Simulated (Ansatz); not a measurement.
**Property card for MgI₂**

The calculation used DFT PBE+D3(BJ), scalar-relativistic, plane waves, PAW in Ansatz.

Settings: cutoff 420 eV, Γ-centred mesh 6×6×4 on the computed 3-atom cell, Gaussian smearing of 0.02 eV; no spin polarisation.

The structure is relaxed at this level of theory with its symmetry kept.

```xyz
3
Lattice="4.1273 0.0000 0.0000 -2.0637 3.5744 0.0000 0.0000 0.0000 6.8366" Properties=species:S:1:pos:R:3 pbc="T T T"
Mg    0.0000    0.0000    0.0000
I     0.0000    2.3829    1.6760
I     2.0637    1.1915    5.1606
```

```
Space group                                                                                                                                 : P-3m1 (No. 164)
Volume per atom                                                                                                                             : 33.62 Å³
Kohn–Sham band gap                                                                                                                          : 3.50 eV, indirect from Γ to (0.000, 0.466, 0.323)
Löwdin character of the top 1 eV of the valence band                                                                                        : I 5p 98 %
Löwdin character of the lowest 1 eV of the conduction band                                                                                  : Mg 3s 51 %, I 5p 23 %, unprojected 23 %
Electron masses at the edge by Cartesian direction of the standard setting (m_e; degenerate bands sorted by energy; no spin-orbit coupling) : x: 0.27; y: 0.66; z: 0.82
Hole masses at the edge by Cartesian direction of the standard setting (m_e; degenerate bands sorted by energy; no spin-orbit coupling)     : x: 3.6; y: 3.6; z: 0.23
Electronic dielectric constant xx, yy, zz of the standard setting (independent particles)                                                   : 5.0, 5.0, 4.8
Bader charges (e)                                                                                                                           : Mg (1 in the cell) 1.62, I (2 in the cell) -0.81
```

Spin-orbit coupling is left out, which matters for the bands of heavy elements.

Cost: 4 runs of about 2.5 core-minutes in all, on Arm Neoverse V1 (shared hosts).